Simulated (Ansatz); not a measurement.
The cell below belongs to a search over invented structures; it isn't taken from experiment.

Input and command of a plane-wave DFT calculation in Ansatz:

```yaml
crystal:
  lattice:
    - [4.281494175, 0.0, 0.0]
    - [-2.1407470875, 3.7078827217, 0.0]
    - [0.0, 0.0, 9.440952]
  atoms:
    - { symbol: Sr, position: [0.3333333333, 0.6666666667, 0.188238] }
    - { symbol: Sr, position: [0.6666666667, 0.3333333333, 0.811762] }
    - { symbol: Ge, position: [0.3333333333, 0.6666666667, 0.551425] }
    - { symbol: Ge, position: [0.6666666667, 0.3333333333, 0.448575] }
    - { symbol: As, position: [0.0, 0.0, 0.0] }
basis:
  ecutwfc: 420
kpoints:
  mp_grid: { grid: [12, 12, 4] }
hamiltonian:
  xc: pbe
scf:
  occupations: { method: fermi_dirac, width: 0.15 }
output:
  forces: true
  stress: true
  eigenvalues: true
  write_density: true
  write_potential: true
  elf: true
  volumetric_format: npy
relax:
  adjacent_minimum: "off"
  f_tol: 0.001
  max_steps: 60
  cell: { stress_tol: 0.01 }
```

```bash
ansatz run input.yaml --threads 1 --pin off --max-ram 3072MiB --backend cpu --events-out ev --progress --plain --runs-dir out
```

Processor: Intel(R) Xeon(R) 6975P-C (Granite Rapids), 1 thread, on a host shared with other jobs.

How long does it run, and how much memory does it take?

About 76 s, peak memory 0.66 GiB. It solves 39 bands at 69 k points (after reduction by symmetry) with about 2905 plane waves (on the last cell), in 35 SCF iterations over 6 ionic steps.
